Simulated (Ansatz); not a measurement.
Ru$_{2}$C:
```
Ru2C
1.0
    2.80680     0.00000     0.00000
   -1.40340     2.43076     0.00000
    0.00000     0.00000     4.99797
C Ru
1 2
Direct
  0.00000   0.00000   0.00000
  0.33333   0.66667   0.26431
  0.66667   0.33333   0.73569
```

Relaxed with PBE. Special points in fractions of this cell's reciprocal vectors: Γ (0.000, 0.000, 0.000); M (0.500, 0.000, 0.000); K (0.333, 0.333, 0.000); A (0.000, 0.000, 0.500); L (0.500, 0.000, 0.500); H (0.333, 0.333, 0.500).

### Question
List the band energies nearest the Fermi level at these points for PBE with spin–orbit coupling in the plane-wave PAW code Ansatz.

### Answer
In eV from the Fermi level; about four levels below and three above (degenerate sets whole), none deeper than 8.9 eV; points with the same levels are listed once.

```json
[
 {"k": "Γ", "below": "-0.86 -0.86 -0.81 -0.81", "above": "0.25 0.25 4.96 4.96"},
 {"k": "M", "below": "-3.16 -3.16 -2.32 -2.32", "above": "0.11 0.11 0.40 0.40"},
 {"k": "K", "below": "-0.60 -0.60 -0.48 -0.48", "above": "1.90 1.90 1.94 1.94"},
 {"k": "A", "below": "-0.53 -0.53 -0.39 -0.39", "above": "1.59 1.59 4.03 4.03 4.04 4.04"},
 {"k": "L", "below": "-1.54 -1.54 -1.34 -1.34", "above": "0.86 0.86 0.89 0.89"},
 {"k": "H", "below": "-2.97 -2.97 -1.49 -1.49", "above": "0.13 0.13 0.15 0.15"}
]
```

Space group P-3m1. A made-up cell: these elements were put on the sites of a structure type; neither database checked (COD, Materials Project) lists it. Its standing as an ambient phase is unchecked. The cell was relaxed with PBE under the symmetry of its start; its stability against distortions is not shown here. The run is not spin-polarised.

Potentials: the earlier of the program's two PAW sets.
